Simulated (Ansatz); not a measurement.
AlBO$_{3}$ in space group R-3c (No. 167; Al on 6b, B on 6a, O on 18e), PBEsol (plane waves, PAW; program Ansatz). The conduction-band minimum lies on the Γ–T line, 48 % of the way from Γ, with 2 equivalent valleys. Second derivatives d²E/dk² of the lowest band at one valley (eV·Å²), along Cartesian directions:

```csv
direction,d²E/dk²
[100],8.537
[010],8.537
[001],7.826
[110],8.537
[101],8.182
[011],8.183
```

Task: Find the principal effective masses, the density-of-states mass and the conductivity mass.

Result: Off-diagonal terms follow from H_xy = H[110] − (H_xx + H_yy)/2, and m*/mₑ = 7.620 eV·Å² over each eigenvalue: 0.89, 0.89, 0.97. One valley's DOS mass (m₁m₂m₃)^(1/3) = 0.92, conductivity mass 3/(Σ 1/mᵢ) = 0.92 mₑ.

Task: What effective density of states Nc follows at 300 K for parabolic valleys?

Result: Nc = 2.509e19 × 2 × (0.92)^(3/2) ≈ 4.4e19 cm⁻³.

Task: With the computed static dielectric constant 8.59 (mean of the diagonal), estimate a hydrogenic donor's binding energy and radius.

Result: E = 13.606 eV × 0.92/8.59² ≈ 170 meV; a = 0.529 Å × ε/m* ≈ 4.9 Å. Semilocal masses tend to be too small where the gap is.

The workflow started from a Materials Project entry (that database holds measured and hypothetical structures alike); the Crystallography Open Database files this formula in space group No. 167, but the cells were not matched. Whether it is the stable phase at ambient conditions was not checked. Symmetry was held in the PBEsol relaxation; phonons on a q-mesh show no instability.

Potentials: the later of the program's two PAW sets.
